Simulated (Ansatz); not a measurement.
Zr₂C (P4/nmm), relaxed with PBE (Ansatz, a first-principles code, plane waves, PAW): a = b = 3.6472 Å, c = 6.9652 Å, α = β = γ = 90.00°.

ΔH_f (eV/atom): 0.07
B₀ by P(V) fit (GPa): 155

The same phase is relaxed and computed with r²SCAN in the same code. What are the cell and these values now?

a = 3.6339 Å, b = 3.6339 Å, c = 6.9792 Å, α = 90.00°, β = 90.00°, γ = 90.00°.

- ΔH_f (eV/atom) = 0.00
- B₀ by P(V) fit (GPa) = 162

Constructed cells (a structure type filled with these elements, in neither database checked): Zr2C, P4/nmm (Zr on 2a, Zr on 2c, C on 2c). All cells were relaxed under the symmetry of their starts (and spin orders); stability against distortions was not tested throughout. Rows with no word on spin ran without spin polarisation. Scalar-relativistic: spin–orbit coupling is off unless named, which matters more the heavier the elements.

Potentials: the later of the program's two PAW sets.

Ansatz is a plane-wave DFT program.

Formation energies count from the lowest solids of the elements computed at the same level, not from gases.
